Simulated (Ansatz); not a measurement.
ZrO:
```
CELL_PARAMETERS angstrom
      5.30788     0.00000     0.00000
     -2.65394     4.59675     0.00000
      0.00000     0.00000     3.20244
ATOMIC_POSITIONS crystal
  Zr 0.00000 0.00000 0.00000
  Zr 0.33333 0.66667 0.50000
  Zr 0.66667 0.33333 0.50000
  O  0.40529 0.00000 0.00000
  O  0.59471 0.59471 0.00000
  O  0.00000 0.40529 0.00000
```

Relaxed with DFT-PBE in the program Ansatz with PAW potentials. Indices refer to the conventional cell of P-62m, a = b = 5.308 Å, c = 3.202 Å, α = β = 90.00°, γ = 120.00°.

Question: Simulate the powder diffraction pattern (Fe Kα, λ = 1.93735 Å; lines above 1 %) up to 2θ = 90°.

Answer: Simulated powder pattern, Fe Kα, λ = 1.93735 Å (kinematic, ideal powder, no thermal factors, no anomalous dispersion; the 30 strongest lines at most, above 1 %, up to 2θ = 90°):

```json
[
 {"2θ (°)": "35.21", "d (Å)": "3.202", "I/Imax (%)": "1.3", "hkl": "(0001)"},
 {"2θ (°)": "42.81", "d (Å)": "2.654", "I/Imax (%)": "100", "hkl": "(1 1 -2 0)"},
 {"2θ (°)": "43.26", "d (Å)": "2.628", "I/Imax (%)": "88", "hkl": "(1 0 -1 1)"},
 {"2θ (°)": "56.59", "d (Å)": "2.043", "I/Imax (%)": "18", "hkl": "(1 1 -2 1)"},
 {"2θ (°)": "62.50", "d (Å)": "1.867", "I/Imax (%)": "45", "hkl": "(2 0 -2 1)"},
 {"2θ (°)": "74.45", "d (Å)": "1.601", "I/Imax (%)": "11", "hkl": "(0002)"},
 {"2θ (°)": "78.42", "d (Å)": "1.532", "I/Imax (%)": "24", "hkl": "(3 0 -3 0)"},
 {"2θ (°)": "78.74", "d (Å)": "1.527", "I/Imax (%)": "36", "hkl": "(2 1 -3 1)"},
 {"2θ (°)": "88.99", "d (Å)": "1.382", "I/Imax (%)": "2.3", "hkl": "(3 0 -3 1)"},
 {"2θ (°)": "89.91", "d (Å)": "1.371", "I/Imax (%)": "28", "hkl": "(1 1 -2 2)"}
]
```

The start of the workflow was typed in or built on a structure type; neither database checked (COD, Materials Project) lists it. COD files the formula under space group No. 225, so this cell is another polymorph or a model. Its standing as an ambient phase is unchecked. The cell was relaxed with PBE under the symmetry of its start; its stability against distortions is not shown here. The run is not spin-polarised.

Potentials: the earlier of the program's two PAW sets.
